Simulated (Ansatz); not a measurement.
CsPH2O4:
```
CsPH2O4
1.0
    4.88976     0.00000     0.00000
    0.00000     6.27652     0.00000
   -2.04877     0.00000     7.57668
Cs H P O
2 4 2 8
Direct
  0.27580   0.21928   0.73310
  0.72420   0.71928   0.26690
  0.02810   0.98000   0.01945
  0.97190   0.48000   0.98055
  0.67576   0.22495   0.34827
  0.32424   0.72495   0.65173
  0.20093   0.22901   0.23561
  0.79907   0.72901   0.76439
  0.20817   0.01745   0.12804
  0.79183   0.51745   0.87196
  0.19904   0.42453   0.11845
  0.80096   0.92453   0.88155
  0.03384   0.72459   0.67096
  0.96616   0.22459   0.32904
  0.48786   0.22370   0.38568
  0.51214   0.72370   0.61432
```

Relaxed with PBEsol. Special points in fractions of this cell's reciprocal vectors: Γ (0.000, 0.000, 0.000); Z (0.000, 0.500, 0.000); D (0.000, 0.500, 0.500); B (0.000, 0.000, 0.500); A (-0.500, 0.000, 0.500); E (-0.500, 0.500, 0.500); C2 (-0.500, 0.500, 0.000); Y2 (-0.500, 0.000, 0.000).

Question: List the band energies nearest the valence-band maximum at these points for PBEsol in the plane-wave PAW code Ansatz.

Answer: In eV from the valence-band maximum; about four levels below and three above (degenerate sets whole), none deeper than 8.9 eV; points with the same levels are listed once.

| k | below | above |
|---|---|---|
| Γ | -0.50 -0.47 -0.14 -0.11 | 5.28 7.03 7.27 |
| Z | -0.51 -0.51 -0.27 -0.27 | 6.69 6.69 7.41 7.41 |
| D | -0.54 -0.54 -0.22 -0.22 | 6.98 6.98 7.40 7.40 |
| B | -0.58 -0.46 -0.23 -0.08 | 6.29 6.41 7.22 |
| A | -0.82 -0.52 -0.37 0.00 | 6.99 7.05 7.71 |
| E | -0.65 -0.65 -0.26 -0.26 | 7.35 7.35 7.69 7.69 |
| C2 | -0.56 -0.56 -0.22 -0.22 | 7.32 7.32 7.50 7.50 |
| Y2 | -0.67 -0.55 -0.38 -0.03 | 7.33 7.50 7.65 |

Space group P2_1. The workflow started from a Materials Project entry (that database holds measured and hypothetical structures alike); the Crystallography Open Database files this formula in space group No. 4, but the cells were not matched. Its standing as an ambient phase is unchecked. The cell was relaxed with PBEsol under the symmetry of its start; of distortions, only those at the zone centre were tested. Spin–orbit coupling is left out wherever it is not named.

Potentials: the later of the program's two PAW sets.
